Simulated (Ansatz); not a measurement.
AlRu:
```cif
data_Al4Ru4
_chemical_formula_sum 'Ru4 Al4'
_space_group_name_H-M_alt 'Fm-3m'
_space_group_IT_number 225
_space_group_name_Hall '-F 4 2 3'
_cell_length_a 4.93784
_cell_length_b 4.93784
_cell_length_c 4.93784
_cell_angle_alpha 90.000
_cell_angle_beta 90.000
_cell_angle_gamma 90.000
loop_
_atom_site_label
_atom_site_type_symbol
_atom_site_symmetry_multiplicity
_atom_site_Wyckoff_symbol
_atom_site_fract_x
_atom_site_fract_y
_atom_site_fract_z
_atom_site_occupancy
Ru1 Ru 4 a 0.00000 0.00000 0.00000 1
Al1 Al 4 b 0.50000 0.50000 0.50000 1
```
(The calculation used a cell of 2 atoms; values per cell refer to that cell.)

Relaxed with r²SCAN.

Task: Tabulate the valence density and the electron localisation function along the shortest Ru–Al contact (2.47 Å), the program Ansatz at the r²SCAN level (PAW).

Result: 

| distance from Ru (Å) | density (e/Å³) | ELF |
|---|---|---|
| 0.25 | 9.54 | 0.41 |
| 0.37 | 8.45 | 0.59 |
| 0.49 | 6.65 | 0.67 |
| 0.62 | 4.55 | 0.67 |
| 0.74 | 2.70 | 0.59 |
| 0.86 | 1.44 | 0.47 |
| 0.99 | 0.81 | 0.36 |
| 1.11 | 0.54 | 0.33 |
| 1.23 | 0.41 | 0.37 |
| 1.36 | 0.34 | 0.44 |
| 1.48 | 0.30 | 0.49 |
| 1.60 | 0.26 | 0.46 |
| 1.73 | 0.21 | 0.32 |
| 1.85 | 0.15 | 0.12 |
| 1.98 | 0.10 | 0.03 |
| 2.10 | 0.08 | 0.02 |
| 2.22 | 0.07 | 0.10 |

The density is the valence pseudo-density with augmentation charge, so density and ELF within about 1 Å of a nucleus are not all-electron values.

The start of the workflow was typed in or built on a structure type; neither database checked (COD, Materials Project) lists it. COD files the formula under space group No. 221, so this cell is another polymorph or a model. Its standing as an ambient phase is unchecked. The cell was relaxed with r²SCAN under the symmetry of its start. At this level the phase is mechanically unstable. No spin polarisation was allowed. Its formation energy is positive at this level, so the cell may be metastable or incomplete.

Potentials: the later of the program's two PAW sets.
